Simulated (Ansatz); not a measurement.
Data sheet: Si (DFT)

Si:
```cif
data_Si46
_chemical_formula_sum 'Si46'
_space_group_name_H-M_alt 'I-43m'
_space_group_IT_number 217
_space_group_name_Hall 'I -4 2 3'
_cell_length_a 10.06173
_cell_length_b 10.06173
_cell_length_c 10.06173
_cell_angle_alpha 90.000
_cell_angle_beta 90.000
_cell_angle_gamma 90.000
loop_
_atom_site_label
_atom_site_type_symbol
_atom_site_symmetry_multiplicity
_atom_site_Wyckoff_symbol
_atom_site_fract_x
_atom_site_fract_y
_atom_site_fract_z
_atom_site_occupancy
Si1 Si 2 a 0.00000 0.00000 0.00000 1
Si2 Si 8 c 0.13575 0.13575 0.13575 1
Si3 Si 12 d 0.00000 0.25000 0.50000 1
Si4 Si 24 g 0.08466 0.08466 0.35672 1
```
(The calculation used a cell of 23 atoms; values per cell refer to that cell.)

Space group I-43m (No. 217); conventional cell a = 10.0617 Å, b = 10.0617 Å, c = 10.0617 Å, α = 90.00°, β = 90.00°, γ = 90.00°.

Method: the program Ansatz at the r²SCAN level (PAW). Structure relaxed to zero pressure with the same functional. Other levels are named where they apply.

### Cell and energy

| Property | Value |
|---|---|
| Volume per atom | 22.14 Å³ |
| Density | 2.11 g/cm³ |

### Electronic structure

| Property | Result |
|---|---|
| Band gap | 1.49 eV (indirect) |
| Valence-band maximum | at N |
| Conduction-band minimum | on the Γ–H line, 73 % of the way from Γ (6 equivalent valleys) |
| Smallest direct gap on the standard path | 1.61 eV |
| Electron effective mass | 0.50, 0.73, 0.73 mₑ (principal values) |
| Hole effective mass | 0.17, 0.88, 2.3 mₑ (principal values) |
| HSE06 gap on the r²SCAN cell | 1.92 eV |

### Mechanics

| Property | Value |
|---|---|
| Bulk modulus (Birch–Murnaghan fit) | 86.3 GPa |
| Pressure derivative B′ | 4.2 |
| Elastic constants (relaxed ions, GPa) | C11 = 159, C12 = 50.0, C44 = 49.6 |
| Mechanical stability | stable (all eigenvalues of C positive) |
| Hill bulk and shear moduli | 86.5 and 51.6 GPa |
| Young's modulus | 129 GPa |
| Poisson's ratio | 0.25 |
| Debye temperature from the elastic constants | 583 K |

The start of the workflow was typed in or built on a structure type; the Crystallography Open Database copy checked does not list it. It is not the phase usual at ambient conditions (space group No. 227). Symmetry was held in the r²SCAN relaxation; whether a distortion lowers the energy is not shown.

Potentials: the later of the program's two PAW sets.
